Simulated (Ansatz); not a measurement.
This BaSi6Ge2 structure is the end of a relaxation. The cell was found from a structure generator's guess, not taken from experiment.

The calculation used DFT PBE, scalar-relativistic, plane waves, PAW (Ansatz 0.2.0). Cutoff 420 eV, Γ-centred mesh, Gaussian smearing, no spin polarisation.

```yaml
crystal:
  lattice:
    - [3.21376, -4.73978, 0.00000]
    - [3.21376, 4.73978, 0.00000]
    - [0.00000, 0.00000, 6.62058]
  atoms:
    - { symbol: Ba, position: [0.50000, 0.50000, 0.50000] }
    - { symbol: Si, position: [0.50000, 0.00000, 0.74273] }
    - { symbol: Si, position: [0.00000, 0.50000, 0.25727] }
    - { symbol: Si, position: [0.00000, 0.50000, 0.74273] }
    - { symbol: Si, position: [0.50000, 0.00000, 0.25727] }
    - { symbol: Si, position: [0.13634, 0.86366, 0.50000] }
    - { symbol: Si, position: [0.86366, 0.13634, 0.50000] }
    - { symbol: Ge, position: [0.63788, 0.36212, 0.00000] }
    - { symbol: Ge, position: [0.36212, 0.63788, 0.00000] }
```

Formation energies are uncorrected and refer to the elements' standard structures at the same level.

**Question.** What space group does it have?

**Answer.** Cmmm (No. 65). Conventional cell: a = 6.428 Å, b = 9.480 Å, c = 6.621 Å. Around Ba lie 14 Si at 3.28–3.46 Å and 4 Ge at 3.56 Å; Si on a site of symmetry 2 has 2 Si at 2.52 Å, 2 Ge at 2.57 Å, 3 Si at 3.21 Å, 2 Ba at 3.28 Å and 1 Si at 3.41 Å; Si on a site of symmetry m2m has 5 Si at 2.52–2.58 Å and 3 Ba at 3.45–3.46 Å; Ge is surrounded by 4 Si at 2.57 Å, 1 Ge at 2.61 Å and 2 Ba at 3.56 Å.

**Question.** What is its formation energy per atom?

**Answer.** +0.15 eV/atom. The separate elements lie lower, so it is unstable against them.

**Question.** Is it a metal?

**Answer.** Yes, bands cross the Fermi level on the 8×8×6 mesh.

The last run used an 8×8×6 mesh (in the run's order of axes) for its 9-atom cell and Gaussian smearing of 0.10 eV. Symmetry constrained the relaxation, so the result can be a saddle point.
